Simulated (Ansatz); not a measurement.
# Is this Ca₂Se structure a true minimum?

The structure comes from a generated guess, relaxed at this level; another structure or a mixture of phases may lie lower.

The calculation used Ansatz 0.2.0, DFT PBE, scalar-relativistic, plane waves, PAW. Settings: cutoff 420 eV, Γ-centred mesh 12×12×8 on the computed 3-atom cell, Gaussian smearing of 0.10 eV; no spin polarisation.

The cell below (3 atoms, space group P-6m2 (No. 187)) is relaxed within its symmetry.

```
Ca Se
1.0
     4.01998    0.00000    0.00000
    -2.00999    3.48140    0.00000
     0.00000    0.00000    7.18367
Ca Se
2 1
Cartesian
  0.0000 2.3209 5.3423
  0.0000 2.3209 1.8414
  0.0000 0.0000 0.0000
```

For the test a repeat of it with 6 atoms (edges 4.02, 4.02, 14.37 Å) was strained at random (σ = 1.5 % a component), the atoms were moved at random (σ = 0.10 Å), and all was relaxed again on a coarse 6×6×2 mesh (in the run’s order of axes) with 0.20 eV smearing, with no symmetry imposed.

Problem. What happens?

Solution. It doesn't return. The energy falls by 79 meV/atom on that mesh, the volume changes by -1.8 %, and the end has space group R3m (No. 160) at a loose tolerance. Relaxed again on a 12×12×12 mesh with 0.10 eV smearing, the new structure lies 77 meV/atom below the first (mesh in the axes of the run's cell; the cell below is made exact in the group named). Space group R3m (No. 160), trigonal, a = 4.065 Å, c = 20.689 Å. Ca on its first site is surrounded by 3 Se at 2.97 Å and 1 Ca at 3.68 Å; Ca on its second site is surrounded by 3 Se at 2.99 Å and 1 Ca at 3.68 Å; Se is surrounded by 6 Ca at 2.97–2.99 Å.

```
Ca Se
1.0
     2.03236    1.17338    6.89624
    -2.03236    1.17338    6.89624
     0.00000   -2.34677    6.89624
Ca Se
2 1
Direct
  0.42192 0.42192 0.42192
  0.24415 0.24415 0.24415
  0.00035 0.00035 0.00035
```
